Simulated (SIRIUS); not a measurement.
Set-up for a self-consistent single point of GeTe₄Pb₃ (P4/mmm, 8 atoms in the cell; from Materials Project mp-1224448, changed as shown).

```
CELL_PARAMETERS angstrom
      4.47248     0.00000     0.00000
      0.00000     4.47248     0.00000
      0.00000     0.00000    12.65829
ATOMIC_POSITIONS crystal
  Ge 0.00000 0.00000 0.00000
  Te 0.00000 0.00000 0.23734
  Te 0.00000 0.00000 0.76266
  Te 0.50000 0.50000 0.00000
  Te 0.50000 0.50000 0.50000
  Pb 0.50000 0.50000 0.75305
  Pb 0.50000 0.50000 0.24695
  Pb 0.00000 0.00000 0.50000
```

Method: LDA (PW92), GBRV LDA ultrasoft pseudopotentials (plane waves; SIRIUS).

SIRIUS settings:

| setting | value |
|---|---|
| parameters.ngridk | 6 6 2 |
| parameters.xc_functionals | [XC_LDA_X, XC_LDA_C_PW] |
| parameters.gk_cutoff | 6.325 1/bohr |
| parameters.pw_cutoff | 14.143 1/bohr |
| parameters.smearing | fermi_dirac |
| parameters.smearing_width | 0.000367493 Ha |
| potentials | GBRV LDA ultrasoft pseudopotentials |
| parameters.electronic_structure_method | pseudopotential |
| parameters.num_bands | 48 |
| parameters.num_mag_dims | 0 |
| parameters.num_dft_iter | 100 |
| parameters.energy_tol | 1e-07 Ha |
| parameters.density_tol | 1e-06 |
| mixer.type | anderson |
| mixer.beta | 0.5 |
| mixer.use_hartree | true |

Results:

| Item | Result |
|---|---|
| Number of valence electrons | 80 |
| Number of bands | 48 |
| Number of k-points after the program's reduction | 20 |
| Number of plane waves (most at a k-point) | 7358 |
| Number of SCF iterations | 16 |
| FFT grid | 45 × 45 × 120 |
| Free energy E − TS | -11042.0761 eV |
| Gap on the k-point mesh | 0.42 eV |
| Pressure | -1.36 GPa |
| Largest force (vector length) | 0.041 eV/Å |

Forces (eV/Å):
```json
[
 {"atom": "Ge1", "Fx": "0.000", "Fy": "0.000", "Fz": "0.000"},
 {"atom": "Te2", "Fx": "0.000", "Fy": "0.000", "Fz": "0.041"},
 {"atom": "Te3", "Fx": "0.000", "Fy": "0.000", "Fz": "-0.041"},
 {"atom": "Te4", "Fx": "0.000", "Fy": "0.000", "Fz": "0.000"},
 {"atom": "Te5", "Fx": "0.000", "Fy": "0.000", "Fz": "0.000"},
 {"atom": "Pb6", "Fx": "0.000", "Fy": "0.000", "Fz": "0.005"},
 {"atom": "Pb7", "Fx": "0.000", "Fy": "0.000", "Fz": "-0.005"},
 {"atom": "Pb8", "Fx": "0.000", "Fy": "0.000", "Fz": "0.000"}
]
```

Stress (GPa, positive for compression):
```
-1.40   0.00   0.00
 0.00  -1.40   0.00
 0.00   0.00  -1.28
```

The gap is read on the k-point mesh of the run and can differ from the gap over the whole zone at this level.

For comparison: a first run was changed to give this one (lattice scaled by 0.98), and from it to this one the free energy goes down by 32.1 meV/atom, the pressure goes from -3.72 to -1.36 GPa, the largest force goes from 0.054 to 0.041 eV/Å and the gap on the mesh goes from 0.558 to 0.420 eV.

Spin-orbit coupling is left out, which matters for bands and gaps with elements this heavy. The structure comes from a collection of computed structures, made at another level of theory; the collection holds predicted forms beside known ones.

Cost on one core: very roughly 4 core-minutes.
